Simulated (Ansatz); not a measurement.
Input:

MgTe (CsCl type, Pm-3m), a = 3.713 Å, b = 3.713 Å, c = 3.713 Å, α = 90.00°, β = 90.00°, γ = 90.00°.

This is the PBE-relaxed structure.

**Question.** All from the program Ansatz at the PBE level (PAW), unless another level is named. Predict the highest zone-centre frequency.

**Answer.** 60 cm^-1.

**Question.** What about the bulk modulus (Birch–Murnaghan fit)?

**Answer.** 45.6 GPa.

**Question.** Give the elastic constants (relaxed ions, GPa).

**Answer.** C11 = 60.4, C12 = 37.3, C44 = -2.9.

A made-up cell: these elements were put on the sites of a structure type; neither database checked (COD, Materials Project) lists it. COD files the formula under space group No. 186, so this cell is another polymorph or a model. Whether it is the stable phase at ambient conditions was not checked. The PBE relaxation kept the symmetry of its start. At this level the phase is dynamically unstable (imaginary phonons). As this level gives no gap, shear constants depend on the k-mesh and smearing (Fermi–Dirac, 0.1 eV here). As this level gives no gap, phonon frequencies hold no LO–TO term and depend on the k-mesh and smearing (Fermi–Dirac, 0.1 eV here). Spin–orbit coupling is left out wherever it is not named.

Potentials: the later of the program's two PAW sets.
